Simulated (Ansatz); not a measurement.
IrOs: how the axes shrink under pressure

IrOs, P-6m2, a = 2.735 Å, c = 4.356 Å. The structure is a Materials Project entry; whether it is the stable form wasn't checked. Ansatz: r2SCAN, PAW, 500 eV, Γ-centred 18×18×10 mesh on 2 atoms, Gaussian smearing 0.10 eV; no spin polarisation. Cell and atoms are relaxed at each pressure, and no other structure is tried, so the rows at high pressure may lie past a change of phase. y = 100 ln(c/c0) with c0 = 4.3557 Å, so nearly a change in per cent. The pressures are the targets, met within 0.05 GPa.

```
P (GPa) y  100 ln(a/a0)
   -1.0      ?             ?
    0.0   0.00          0.00
    1.0  -0.07         -0.09
    4.0  -0.29         -0.34
   12.0  -0.85         -0.96
   25.0  -1.66         -1.88
```

Q: Fit y = c1 P + c2 P² to the other rows, give the linear compressibility along c, and predict the missing y.

A: Least squares on the rows shown. y = −0.07455 P + 0.0003252 P². The linear compressibility along c is −c1/100 = 0.75 per TPa, against 0.85 along a from the same fit to the last column (its missing entry is 0.09): the crystal is about as stiff along both at low pressure. At P = -1.0 the fit asked for gives 0.07. The run gave 0.08, so the fit is 0.01 too low, a small miss on the scale of the series.

Spin–orbit coupling is left out, which can shift energies with elements as heavy as these.